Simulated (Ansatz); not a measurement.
Relaxed KF (rock salt):

```yaml
crystal:
  lattice:
    - [0.00000, 5.31833, 5.31833]
    - [2.65916, 2.65916, 5.31833]
    - [2.65916, 2.65916, 0.00000]
  atoms:
    - { symbol: F, position: [0.00000, 0.00000, 0.00000] }
    - { symbol: F, position: [0.50000, 0.00000, 0.00000] }
    - { symbol: K, position: [0.00000, 0.50000, 0.50000] }
    - { symbol: K, position: [0.50000, 0.50000, 0.50000] }
```

The atoms are displaced by Q × the pattern below (from a DFPT mode at X = (0.5, 0.5, 0.0), largest move 1; Q in Å), at fixed cell. It is one choice among 2 degenerate patterns. (q is in reciprocal vectors of the primitive cell; the cell shown is doubled to hold the pattern.)

| atom | x | y | z |
|---|---|---|---|
| F1 | 0.000 | -1.000 | 0.000 |
| F2 | 0.000 | 1.000 | 0.000 |
| K3 | 0.000 | -0.480 | 0.000 |
| K4 | 0.000 | 0.480 | 0.000 |

Level of theory: r2SCAN (plane waves to 500 eV, PAW, scalar-relativistic; Ansatz, a program for electronic structure). k mesh 11×11×11 (Γ-centred), Fermi-Dirac smearing 0.05 eV. KF was relaxed with its symmetry unable to fall. 

```
Q (Å)   −dE/dQ from forces (eV/Å)
------  -------------------------
-0.100                      0.901
-0.083                      0.731
-0.067                      0.572
-0.050                      0.422
-0.033                      0.277
-0.017                      0.138
0.000                       0.000
0.017                      -0.138
0.033                      -0.277
0.050                      -0.422
0.067                      -0.572
0.083                      -0.731
0.100                      -0.901
```

### Question
What harmonic wavenumber does the curvature at Q = 0 give?

### Answer
200 cm⁻¹. E″ = 8.24 eV/Å², M = Σ mᵢ|uᵢ|² = 56.0 u, ν̃ = 521.5·√(|E″|/M).

(A displaced cell: forces are minus the slopes of the energy, force constants its curvatures, and phonons follow from these.)
